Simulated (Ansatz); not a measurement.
Given:

BN:
```xyz
4
Lattice="2.5406 0.0000 0.0000 -1.2703 2.2002 0.0000 0.0000 0.0000 4.2027" Properties=species:S:1:pos:R:3 pbc="T T T"
B      1.2703     0.7334     4.2015
B      0.0000     1.4668     2.1002
N      1.2703     0.7334     2.6278
N      0.0000     1.4668     0.5264
```

This is the PBEsol-relaxed structure. x, y and z are the axes in which the lattice vectors are written.

Task: All from PBEsol in the plane-wave PAW code Ansatz, unless another level is named. Give the HSE06 gap on the PBEsol cell.

Result: 6.51 eV.

Task: And the hole effective mass, band 2 of 2 at the edge?

Result: 0.36 along x, 1.3 along z (mₑ).

Task: And the smallest direct gap on the standard path?

Result: 8.21 eV.

Task: Predict the electron effective mass.

Result: 0.30, 0.50, 0.50 mₑ (principal values).

Task: And the conduction-band minimum?

Result: at K (2 equivalent valleys).

Task: Next, the valence-band maximum?

Result: at Γ.

Space group P6_3mc (wurtzite). The PBEsol relaxation kept the symmetry of its start.

Potentials: the earlier of the program's two PAW sets. The files were generated under PBE; for other functionals the program regenerates the frozen cores, and for LDA and PBEsol the local potential too.
